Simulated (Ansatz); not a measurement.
La5Si3:
```
La5Si3
1.0
   -3.96343     3.96343     6.76921
    3.96343    -3.96343     6.76921
    3.96343     3.96343    -6.76921
La Si
10 6
Cartesian
  2.53748   1.42595  -2.01250
  1.42595   2.53748   8.78171
  2.53748  -1.42595   4.75672
  1.42595   5.38939   2.01250
  1.42595   2.53748   4.75672
  2.53748   1.42595   2.01250
  1.42595   5.38939  -2.01250
  2.53748  -1.42595   8.78171
  0.00000   0.00000   6.76921
  0.00000   0.00000   0.00000
  4.85380   0.89036   0.00000
 -0.89036   3.07307   6.76921
  3.07307   0.89036   6.76921
  0.89036   3.07307   0.00000
  0.00000   0.00000  10.15382
  0.00000   0.00000   3.38461
```

Relaxed with PBEsol. Special points in fractions of this cell's reciprocal vectors: Γ (0.000, 0.000, 0.000); X (0.000, 0.000, 0.500); P (0.250, 0.250, 0.250); N (0.000, 0.500, 0.000); M (0.500, 0.500, -0.500); S (0.336, 0.664, -0.336); S0 (-0.336, 0.336, 0.336); R (-0.171, 0.171, 0.500); G (0.500, 0.500, -0.171).

Problem. List the band energies nearest the Fermi level at these points for DFT-PBEsol in the program Ansatz with PAW potentials.

Solution. In eV from the Fermi level; about four levels below and three above (degenerate sets whole), none deeper than 8.9 eV; points with the same levels are listed once.

```json
[
 {"k": "Γ", "below": "-0.59 -0.29 -0.16 -0.05", "above": "0.08 0.49 0.49 0.49"},
 {"k": "X", "below": "-0.27 -0.25 -0.11 -0.03", "above": "0.17 0.19 0.19"},
 {"k": "P", "below": "-0.30 -0.30 -0.11 -0.11", "above": "0.08 0.08 0.10 0.10"},
 {"k": "N", "below": "-0.53 -0.53 -0.33 -0.33", "above": "0.06 0.06 0.23 0.23"},
 {"k": "M", "below": "-0.60 -0.47 -0.26 -0.26", "above": "0.15 0.15 0.16"},
 {"k": "S", "below": "-0.72 -0.69 -0.43 -0.06", "above": "0.05 0.14 0.16"},
 {"k": "R", "below": "-0.40 -0.19 -0.18 -0.17", "above": "0.13 0.14 0.16"}
]
```

Space group I4/mcm. The first step of the workflow began from a Materials Project structure, measured or hypothetical; the Crystallography Open Database files this formula in space group No. 140, but the cells were not matched. Its standing as an ambient phase is unchecked. Symmetry was held in the PBEsol relaxation; whether a distortion lowers the energy is not shown. The workflow began spin-polarised and lost its moments. Spin–orbit coupling is left out wherever it is not named.

Potentials: the later of the program's two PAW sets.
